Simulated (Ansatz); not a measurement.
Hf (hcp, Mg type), conventional cell a = 3.204 Å, b = 3.204 Å, c = 5.069 Å, α = 90.00°, β = 90.00°, γ = 120.00°. The calculation uses the primitive cell of 2 atoms, to which meshes and values per cell refer.

Equation-of-state scan: isotropic scaling of the cell above, V₀ being its volume. Symmetry pins the atoms to their sites.

The numbers are results of PBE (plane waves to 420 eV, PAW, scalar-relativistic; Ansatz, an electronic-structure program), not measurements. k mesh 17×17×9 (Γ-centred), Fermi-Dirac smearing 0.05 eV. The energy includes the smearing's −TS. With the shape held, the modulus is that of even scaling; a crystal free to change shape is softer. Hf is run without spin polarisation. Hf was relaxed with its symmetry unable to fall. Spin-orbit coupling is left out, though Hf is heavy. The zero of ΔE is the relaxed starting cell. The last digit holds for this mesh only.

| V (Å³/atom) | ΔE (meV/atom) |
|---|---|
| 20.282 | 87.9 |
| 20.845 | 47.5 |
| 21.409 | 20.3 |
| 21.972 | 4.9 |
| 22.536 | 0.0 |
| 23.099 | 4.5 |
| 23.662 | 17.5 |
| 24.226 | 38.1 |
| 24.789 | 65.4 |

**Question.** What is the fitted pressure derivative B₀′?

**Answer.** 3.4.

**Question.** What bulk modulus at fixed cell shape B₀ follows from a third-order Birch-Murnaghan fit?

**Answer.** 107 GPa. Check by three points about V = 22.536 Å³/atom, step 1.127: d²E/dV² ≈ (20 − 2·0 + 18) meV / 1.127² = 0.0299 eV/Å⁶, and V·d²E/dV² × 160.2 = 108 GPa.

(A scan under strain: stresses follow from slopes of the energy per volume, elastic moduli from its curvatures.)
